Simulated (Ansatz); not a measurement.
**Lattice vibrations of MgO at Γ at 16 GPa**

Method: DFT LDA, scalar-relativistic, plane waves, PAW in Ansatz. Plane waves to 420 eV; Γ-centred k mesh 10×10×10; fixed occupations. No spin polarisation. Phonons by linear response, acoustic sum rule imposed.

The cell, relaxed at 16 GPa:
```xyz
2
Lattice="0.0000 2.0257 2.0257 2.0257 0.0000 2.0257 2.0257 2.0257 0.0000" Properties=species:S:1:pos:R:3 pbc="T T T"
Mg    0.0000    0.0000    0.0000
O     2.0257    2.0257    2.0257
```

Optical modes at Γ (transverse, no macroscopic field); i marks an imaginary frequency:
| frequency (meV) | degeneracy | IR intensity of the level ((D/Å)²/amu) |
| --- | --- | --- |
| 60.1 | 3 | 26.84 |

All 3 optical modes at Γ are real: no displacement of atoms at fixed cell lowers the energy to second order. Strains and modes at other wave vectors aren't tested by this run.

* Electronic dielectric constant ε∞ (principal values): 3.11
* Static dielectric constant ε0 (principal values): 8.0
* Refractive index √ε∞, mean: 1.76
* Kohn–Sham gap on the mesh: 5.88 eV
* Cost: 19 s on 1 thread of Intel(R) Xeon(R) Processor @ 2.50GHz (Skylake/Cascade Lake) (shared host), peak memory 0.38 GiB

Born effective charges (e):
```json
{"atom": "Mg (atom 1)", "Z*xx": "1.93", "Z*yy": "1.93", "Z*zz": "1.93", "mean": "1.93"}
{"atom": "O (atom 2)", "Z*xx": "-1.93", "Z*yy": "-1.93", "Z*zz": "-1.93", "mean": "-1.93"}
```